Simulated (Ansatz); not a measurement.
Cu2BeSiS4 (stannite), relaxed with r2SCAN. Space group I-42m (No. 121), tetragonal; a = 5.006 Å, c = 10.597 Å in the conventional setting, 16.60 Å³ an atom. Cu is surrounded by 4 S at 2.27 Å; Be is surrounded by 4 S at 2.15 Å; Si is surrounded by 4 S at 2.16 Å; S is surrounded by 1 Be at 2.15 Å and 1 Si at 2.16 Å and 2 Cu at 2.27 Å.

```cif
data_structure
_symmetry_space_group_name_H-M 'I-42m'
_symmetry_Int_Tables_number 121
_cell_length_a 5.0059
_cell_length_b 5.0059
_cell_length_c 10.5968
_cell_angle_alpha 90.000
_cell_angle_beta 90.000
_cell_angle_gamma 90.000
_cell_volume 265.54
loop_
_atom_site_label
_atom_site_type_symbol
_atom_site_symmetry_multiplicity
_atom_site_Wyckoff_symbol
_atom_site_fract_x
_atom_site_fract_y
_atom_site_fract_z
_atom_site_occupancy
Cu1 Cu 4 d 0.00000 0.50000 0.25000 1
Be1 Be 2 a 0.00000 0.00000 0.00000 1
Si1 Si 2 b 0.50000 0.50000 0.00000 1
S1 S 8 i 0.75071 0.75071 0.11582 1
```

3 runs of Ansatz on this cell differ in the functional (and in the settings that go with it). Levels are in eV from each run's valence top; v1 is the last filled band, c1 the first empty one.

Run A, mean stress +0.9 GPa (compression positive):
```tsv
point	v5	v3	v1	c1	c2	c3
Γ	-2.38	-0.97	0.00	2.84	2.84	4.74
X	-2.17	-1.02	-0.23	2.74	3.94	4.39
P	-1.89	-1.68	-0.27	2.91	3.96	5.28
N	-1.88	-1.61	-0.76	4.47	4.59	4.76
M	-2.07	-1.79	-0.92	2.71	2.85	2.85
S	-1.90	-1.47	-0.48	3.42	4.61	4.78
```

Run B, mean stress +2.0 GPa (compression positive):
```tsv
point	v5	v3	v1	c1	c2	c3
Γ	-1.89	-1.04	0.00	1.62	1.84	3.39
X	-1.73	-0.88	-0.19	1.56	2.71	2.97
P	-1.51	-1.42	-0.24	1.72	2.72	3.89
N	-1.57	-1.22	-0.62	3.25	3.26	3.45
M	-1.68	-1.42	-0.79	1.56	1.79	1.79
S	-1.61	-1.15	-0.38	2.27	3.29	3.51
```

Run C, mean stress 0.0 GPa (compression positive):
```tsv
point	v5	v3	v1	c1	c2	c3
Γ	-1.88	-1.04	0.00	2.00	2.10	3.79
X	-1.71	-0.89	-0.20	1.89	3.04	3.36
P	-1.49	-1.41	-0.25	2.05	3.05	4.26
N	-1.58	-1.20	-0.61	3.54	3.61	3.79
M	-1.68	-1.41	-0.79	1.86	2.04	2.04
S	-1.61	-1.14	-0.37	2.54	3.64	3.82
```

Question: Match the runs to PBE, r2SCAN, HSE06.

Answer: A is HSE06, B is PBE, C is r2SCAN. In order of the gap: PBE 1.56, r2SCAN 1.86, HSE06 2.71 eV. The stress vanishes for r2SCAN, which relaxed the cell.

No spin polarisation and no zero-point or thermal motion; the cell was built from a prototype and may be hypothetical.

The stress of a hybrid is loosely converged in these runs.

The meshes of the hybrids are coarse, so their gaps aren't converged to the digits shown.
